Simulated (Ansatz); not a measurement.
Rh (fcc, Cu type)

```
CELL_PARAMETERS angstrom
      0.00000     1.91503     1.91503
      1.91503     0.00000     1.91503
      1.91503     1.91503     0.00000
ATOMIC_POSITIONS crystal
  Rh 0.00000 0.00000 0.00000
```

The slice is a {111} plane (indices of the conventional cell) through the point (0.000, 0.000, 0.000) (fractional), spanned by u = [100] and v = [-1 2 0] in vectors of this cell: u (2.71 Å) and v (4.69 Å, at 90° to u). It covers one period; positions are fractions (u, v).

These are PBE (plane waves to 420 eV, PAW, scalar-relativistic; Ansatz, a quantum-chemistry and plane-wave program) values and carry that method's errors. k mesh 21×21×21. These are valence fields of a PAW run, semicore shells included where kept as valence: close to a nucleus they are smooth pseudo fields. Rh is run without spin polarisation. Rh was relaxed with its symmetry unable to fall.

### Question
What is the valence density on the shortest Rh–Rh line in this plane (2.71 Å), at its midpoint?

### Answer
0.36 e/Å³.

### Question
What is the ELF at the midpoint of the shortest Rh–Rh line in this plane (2.71 Å)?

### Answer
0.27.

### Question
Sketch the valence electron density on this plane as a map.

### Answer
```tsv
v \ u	0.00	0.08	0.17	0.25	0.33	0.42	0.50	0.58	0.67	0.75	0.83	0.92
0.90	0.9	0.8	0.6	0.2	-0.2	-0.4	-0.5	-0.4	-0.2	0.2	0.6	0.8
0.80	-0.1	-0.1	-0.2	-0.4	-0.5	-0.5	-0.6	-0.5	-0.5	-0.4	-0.2	-0.1
0.70	-0.6	-0.5	-0.5	-0.4	-0.2	-0.1	-0.1	-0.1	-0.2	-0.4	-0.5	-0.5
0.60	-0.5	-0.4	-0.2	0.2	0.6	0.8	0.9	0.8	0.6	0.2	-0.2	-0.4
0.50	-0.4	-0.3	0.0	0.6	0.9	1.1	1.2	1.1	0.9	0.6	0.0	-0.3
0.40	-0.5	-0.4	-0.2	0.2	0.6	0.8	0.9	0.8	0.6	0.2	-0.2	-0.4
0.30	-0.6	-0.5	-0.5	-0.4	-0.2	-0.1	-0.1	-0.1	-0.2	-0.4	-0.5	-0.5
0.20	-0.1	-0.1	-0.2	-0.4	-0.5	-0.5	-0.6	-0.5	-0.5	-0.4	-0.2	-0.1
0.10	0.9	0.8	0.6	0.2	-0.2	-0.4	-0.5	-0.4	-0.2	0.2	0.6	0.8
0.00	1.2	1.1	0.9	0.6	0.0	-0.3	-0.4	-0.3	0.0	0.6	0.9	1.1
```

Values: log₁₀ of the valence density in e/Å³. The scale is logarithmic, as a density can span decades between atoms and voids.
